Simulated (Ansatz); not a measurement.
Input file for Ansatz (an electronic-structure program):

Ansatz 0.2 input:
```yaml
crystal:
  lattice:
    - [3.2230148858, 0.0, 0.0]
    - [-1.6115074429, 2.7912127678, 0.0]
    - [0.0, 0.0, 12.0097416436]
  atoms:
    - { symbol: Si, position: [0.3333333333, 0.6666666667, 0.75] }
    - { symbol: Si, position: [0.6666666667, 0.3333333333, 0.25] }
    - { symbol: Ta, position: [0.3333333333, 0.6666666667, 0.0958013739] }
    - { symbol: Ta, position: [0.6666666667, 0.3333333333, 0.5958013739] }
    - { symbol: Ta, position: [0.6666666667, 0.3333333333, 0.9041986261] }
    - { symbol: Ta, position: [0.3333333333, 0.6666666667, 0.4041986261] }
    - { symbol: N, position: [0.0, 0.0, 0.0] }
    - { symbol: N, position: [0.0, 0.0, 0.5] }
kpoints:
  mp_grid: { grid: [15, 15, 4] }
hamiltonian:
  xc: r2scan
  pseudopotentials: { kind: paw }
scf:
  occupations: { method: gaussian, width: 0.05 }
checkpoint: { read: metal.run }
output: { write_density: true, elf: true, volumetric_format: npy }
basis: { fft_grid_basis: typed }
```

Output (shortened):

```
Pseudopotential: Si, paw, valence charge 4
Pseudopotential: Ta, paw, valence charge 13
Pseudopotential: N, paw, valence charge 5
Functional definition: r2SCAN
Crystal: 8 atoms, lattice volume = 108.041 Å³
Basis set: ecut = 500 eV, 2737 PW (Γ), exchange–correlation on 96×96×360 points (64 copies of the dense FFT grid, shifted against one another)
Bands: 51, of which v1, the nominal top of the filled ones, is band 35 counted from 1 (34 counted from 0)
Symmetry: 24 space group operations
Space group: P63/mmc (ITA 194), of the structure as read, at distance tolerance 4.8e-5 Å
k-points: 81 of 900
Stability of the state it starts from, as read at its close in the unpolarized treatment …
iter 1 solved again at ethr=7.28e-8 eV; its pass at ethr=3.10e-3 eV (dr2=5.09e-5 eV) is discarded
SCF iter   1: F=—  HF=-41830.012693 eV  |F-HF|=—  |Δ(HF+E_count)|=         —  Δρ=6.38e-7  dr2=4.52e-10  dr2_τ=3.05e-11  ethr=7.28e-8  ⟨swp⟩=3.8  Hψ=28529  notcnv=0
preconditioner: auto → Kerker (q_TF=auto, 2.538 Å⁻¹)
SCF iter   2: F=-41830.012693 eV  HF=-41830.012693 eV  |F-HF|=5.82e-11  |Δ(HF+E_count)|=   4.33e-8  Δρ=3.22e-7  dr2=1.05e-10  dr2_τ=4.06e-11  ethr=1.00e-12  ⟨swp⟩=8.3  Hψ=15677  notcnv=0
SCF 1 converged in 2 iterations: F = -41830.012693 eV  dr2 = 1.05e-10
SCF converged after 2 iterations
Free energy (F): -41830.012693 eV
Harris-Foulkes:  -41830.012693 eV  (|F-HF|=5.82e-11)
Internal energy: -41830.007737 eV  (E = F + TS)
E sigma→0 (E₀):  -41830.010215 eV
Entropy (-TS):   -0.004956 eV (-0.620 meV/atom)
Fermi energy:    17.795441 eV
--- Per-component energies (eV) ---
  E_band       = -447.995188
  E_kinetic    = 1825.322991
  E_local      = -3519.917163  (includes V_loc(G=0)·N_el)
  E_nonlocal   = 199.841461
  E_hartree    = 1341.014855
  E_xc         = -1045.886137
  E_vxc        = -1165.142788  (∫ρ·V_xc dr)
  E_paw        = -34990.399548  (= ΣΔE_a)
  E_vpaw       = -528.811995  (= ΣTr[D̂ρ^β])
  E_aug_tail   = 0.000343  (compensation charges beyond the density's cutoff)
  E_vtau       = 58.681931  (kinetic-family band-sum trace: ∫τ·v_τ [+ j·A + Jᵃ·Aᵃ] dr)
  E_ewald      = -5636.747423
  E_core_change = -3.237116  (= ΣΔE_core)
  E_smearing   = -0.004956  (= −TS)
  E_closure    =  0.000000  (closes the sum)
  Σ components = -41830.012693   (vs F -41830.012693, Δ=0.00e0)
  [band-id]    e_kinetic+e_local+e_nonlocal+2·e_hartree+e_vxc+e_vpaw+e_augmentation_tail+e_vtau = -447.995510   (vs E_band -447.995188, Δ=-3.22e-4)
--- Band table (eV; the first three rows and the last of 81) ---
  k-point 0: bands = ["-52.8449", "-52.8440", "-52.7872", "-52.7862", "-19.1647", "-19.1234", "-18.6128", "-18.6128", "-18.6102", "-18.6102", "-18.5510", "-18.5185", "-18.5185", "-18.5158", "-18.5158", "-18.5049", "-0.7271", "-0.6571", "6.0915", "6.7619", …
  k-point 1: bands = ["-52.8448", "-52.8442", "-52.7870", "-52.7864", "-19.1590", "-19.1299", "-18.6124", "-18.6124", "-18.6106", "-18.6106", "-18.5439", "-18.5181", "-18.5181", "-18.5162", "-18.5162", "-18.5113", "-0.7170", "-0.6675", "6.1655", "6.6246", …
  k-point 2: bands = ["-52.8445", "-52.8445", "-52.7867", "-52.7867", "-19.1448", "-19.1448", "-18.6115", "-18.6115", "-18.6115", "-18.6115", "-18.5272", "-18.5272", "-18.5172", "-18.5172", "-18.5172", "-18.5172", "-0.6924", "-0.6924", "6.3676", "6.3676", …
  k-point 80: bands = ["-52.7879", "-52.7879", "-52.7872", "-52.7872", "-19.0529", "-19.0529", "-19.0124", "-19.0124", "-19.0044", "-19.0044", "-18.7580", "-18.7580", "-18.6028", "-18.6028", "-18.5809", "-18.5809", "0.0378", "0.0378", "9.5619", "9.5619", …
```

Cost: very roughly 40 core-seconds on shared cores.

Space group P6_3/mmc. The start of the workflow was typed in or built on a structure type; neither database checked (COD, Materials Project) lists it. Its standing as an ambient phase is unchecked. Symmetry was held in the r²SCAN relaxation; its stability against distortions is not shown here. The run is not spin-polarised. Spin–orbit coupling is left out wherever it is not named.

Potentials: the later of the program's two PAW sets.

Ansatz is a plane-wave DFT program.
